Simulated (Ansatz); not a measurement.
One crystal and one scan (frozen-phonon scan) at two levels, PBE (plane waves to 420 eV, PAW, scalar-relativistic; Ansatz, an electronic-structure program) and r2SCAN (plane waves to 500 eV, PAW, scalar-relativistic; Ansatz), each from its own relaxed cell and on its own mesh. The cell shown is that of PBE.

Starting cell, TiC (rock salt):

```yaml
crystal:
  lattice:
    - [0.00000, 4.33303, 4.33303]
    - [2.16652, 0.00000, 2.16652]
    - [2.16652, 2.16652, 0.00000]
  atoms:
    - { symbol: C, position: [0.00000, 0.00000, 0.00000] }
    - { symbol: C, position: [0.50000, 0.00000, 0.00000] }
    - { symbol: Ti, position: [0.25000, 0.50000, 0.50000] }
    - { symbol: Ti, position: [0.75000, 0.50000, 0.50000] }
```

The atoms are displaced by Q × the pattern below (from a DFPT mode at L = (0.5, 0.0, 0.0), largest move 1; Q in Å), at fixed cell. It is one choice among 2 degenerate patterns. (q is in reciprocal vectors of the primitive cell; the cell shown is doubled to hold the pattern.)

| atom | x | y | z |
|---|---|---|---|
| C1 | -0.285 | 0.520 | -0.805 |
| C2 | 0.285 | -0.520 | 0.805 |

Atoms not listed stay in place.

TiC is run without spin polarisation. TiC was relaxed with its symmetry unable to fall. With partly filled bands, energies and forces of such displacements shift with the k mesh and the smearing. Both scans cover Q from -0.100 to 0.100 Å.

ΔE (meV/cell), each from the undisplaced structure of its own level:

```tsv
Q (Å)	PBE	r2SCAN
-0.100	141	147
-0.083	98	withheld
-0.067	63	66
-0.050	35	37
-0.033	16	16
-0.017	4	4
0.000	0	0
0.017	4	4
0.033	16	16
0.050	35	37
0.067	63	66
0.083	98	withheld
0.100	141	147
```

Task: Estimate the r2SCAN value at 0.083 from the PBE value there and the ratio of the two levels in the two nearest given rows on that side of the minimum.

Result: At 0.067 and 0.100 the ratio r2SCAN/PBE averages 1.045, which gives 1.045 × 98 = 102 meV/cell. The calculation gives 102 meV/cell, +4.1 % against PBE.

(For displaced atoms, the force is minus the slope of the energy, and its curvature is a force constant, which sets phonon frequencies.)
